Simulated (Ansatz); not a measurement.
Total density of states per atom from r²SCAN in the plane-wave PAW code Ansatz, in 0.25 eV bins, energy from the valence-band maximum:

```
E (eV) | states/eV/atom
    -7.85 |  0.00
    -7.60 |  0.00
    -7.35 |  0.00
    -7.10 |  0.01
    -6.85 | ######### 0.61
    -6.60 | ############# 0.87
    -6.35 | ############# 0.82
    -6.10 | ############################## 1.96
    -5.85 | ################# 1.08
    -5.60 | ######## 0.51
    -5.35 | ####### 0.45
    -5.10 | ######## 0.53
    -4.85 | ############# 0.86
    -4.60 | #### 0.28
    -4.35 |  0.00
    -4.10 |  0.00
    -3.85 |  0.00
    -3.60 | ### 0.19
    -3.35 | ######### 0.62
    -3.10 | ########### 0.70
    -2.85 | ######## 0.55
    -2.60 | ###### 0.36
    -2.35 | ### 0.17
    -2.10 | #### 0.28
    -1.85 | ############ 0.82
    -1.60 | ########### 0.72
    -1.35 | ################# 1.12
    -1.10 | ############## 0.89
    -0.85 | ######## 0.54
    -0.60 | ####### 0.45
    -0.35 | ####### 0.45
    -0.10 | ## 0.15
     0.15 |  0.00
     0.40 |  0.00
     0.65 |  0.00
     0.90 |  0.00
     1.15 |  0.00
     1.40 |  0.00
     1.65 |  0.00
     1.90 |  0.01
     2.15 |  0.02
     2.40 | # 0.03
     2.65 | # 0.04
     2.90 | # 0.05
     3.15 | # 0.07
     3.40 | # 0.09
     3.65 | ## 0.13
     3.90 | ### 0.21
     4.15 | ######## 0.52
     4.40 | ################# 1.11
     4.65 | ################# 1.14
     4.90 | #################### 1.30
     5.15 | #################### 1.30
     5.40 | ################## 1.16
     5.65 | ############## 0.89
     5.90 | ############ 0.76
     6.15 | ################### 1.25
     6.40 | ############# 0.88
     6.65 | ############ 0.77
```

Q: Which compound is it?
A) YSF, P4/nmm (Y on 2c, S on 2c, F on 2a)
B) MgCoGe, P4/nmm (Mg on 2c, Co on 2a, Ge on 2c)
C) YCoSi2, Cmcm (Y on 4c, Co on 4c, Si on 4c, Si on 4c)
D) Y5S7, C2/m (Pearson symbol mS24)

A: A, YSF, P4/nmm (Y on 2c, S on 2c, F on 2a). Top 1 eV of the valence band: S 3p 81 %, Y 4d 13 %. Bottom 1 eV of the conduction band: Y 4d 86 %, outside the projected shells 6 %. Projections are on Löwdin-orthogonalised atomic valence shells; empty p or d shells of many metals are not among them.

The first step of the workflow began from a Materials Project structure, measured or hypothetical; the Crystallography Open Database copy checked does not list it. COD files the formula under space group No. 194, so this cell is another polymorph or a model. Whether it is the stable phase at ambient conditions was not checked. Symmetry was held in the r²SCAN relaxation; whether a distortion lowers the energy is not shown. No spin polarisation was allowed. Scalar-relativistic: spin–orbit coupling is off unless named, which matters more the heavier the elements.

Potentials: the earlier of the program's two PAW sets.
